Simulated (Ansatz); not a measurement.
SiO2:
```
SiO2
1.0
    4.18519     0.00000     0.00000
    0.00000     4.18519     0.00000
    0.00000     0.00000     2.66884
Si O
2 4
Direct
  0.00000   0.00000   0.00000
  0.50000   0.50000   0.50000
  0.30610   0.30610   0.00000
  0.80610   0.19390   0.50000
  0.19390   0.80610   0.50000
  0.69390   0.69390   0.00000
```

x, y and z are the axes in which the lattice vectors are written.

Question: Give the high-frequency dielectric tensor and the Born effective charge tensors of the independent atoms from DFPT, plane-wave PAW r²SCAN (Ansatz code).

Answer: 
ε∞:
```
3.20  0.00  0.00
0.00  3.20  0.00
0.00  0.00  3.37
```
Z* of atom 1 (Si), rows: field, columns: displacement, in e:
```
3.83  0.36  0.00
0.36  3.83  0.00
0.00  0.00  4.08
```
Z* of atom 3 (O), rows: field, columns: displacement, in e:
```
-1.92  -0.58   0.00
-0.58  -1.92   0.00
 0.00   0.00  -2.04
```

Static charges for comparison (Bader): Si1 +3.35, O3 -1.67 e. Born charges measure polarisation by displacement and can exceed these by far.

Space group P4_2/mnm (rutile). This is a known high-pressure phase of the composition, computed here at zero pressure and temperature. The r²SCAN relaxation kept the symmetry of its start; of distortions, only those at the zone centre were tested.

Potentials: the later of the program's two PAW sets.
